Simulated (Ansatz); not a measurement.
An ordered 4-atom cell of LaLuAs₂ on the rocksalt lattice (P4/mmm), relaxed with r2SCAN. It is tetragonal, P4/mmm (No. 123); a = 4.223 Å, c = 5.952 Å in the conventional setting, 26.54 Å³ an atom. Around La lie 6 As at 2.98–2.99 Å; around As lie 2 La at 2.98 Å and 4 Lu at 2.99 Å; around Lu lie 6 As at 2.98–2.99 Å; around As lie 2 Lu at 2.98 Å and 4 La at 2.99 Å.

```cif
data_structure
_symmetry_space_group_name_H-M 'P4/mmm'
_symmetry_Int_Tables_number 123
_cell_length_a 4.2233
_cell_length_b 4.2233
_cell_length_c 5.9521
_cell_angle_alpha 90.000
_cell_angle_beta 90.000
_cell_angle_gamma 90.000
_cell_volume 106.16
loop_
_atom_site_label
_atom_site_type_symbol
_atom_site_symmetry_multiplicity
_atom_site_Wyckoff_symbol
_atom_site_fract_x
_atom_site_fract_y
_atom_site_fract_z
_atom_site_occupancy
La1 La 1 a 0.00000 0.00000 0.00000 1
As1 As 1 b 0.00000 0.00000 0.50000 1
Lu1 Lu 1 d 0.50000 0.50000 0.50000 1
As2 As 1 c 0.50000 0.50000 0.00000 1
```

The questions ask for values computed with Ansatz 0.2.0 on this geometry. Non-magnetic throughout. Whether this structure exists isn't addressed.

Given (6×6×4 mesh): With PBE the bands overlap by 0.44 eV (counted from 1, band 33 peaks at Γ and band 34 bottoms out at M): no gap.

Q: What does PBE+SOC give for the gap (6×6×4 mesh)?

A: With PBE+SOC the bands overlap by 0.49 eV (counted from 1, band 66 peaks at Γ and band 67 bottoms out at M): no gap.

Q: Estimate the gap with r2SCAN on 6×6×4.

A: r2SCAN gives no gap: the lowest nominally empty band dips 0.18 eV below the top of the last filled one (its bottom at M, the top at Γ), so the cell is a metal or semimetal at this level.

Q: What do these levels agree on?

A: No level opens a gap, but no hybrid is among them, and semilocal functionals can close a real gap.

Only the levels marked +SOC include spin-orbit coupling.
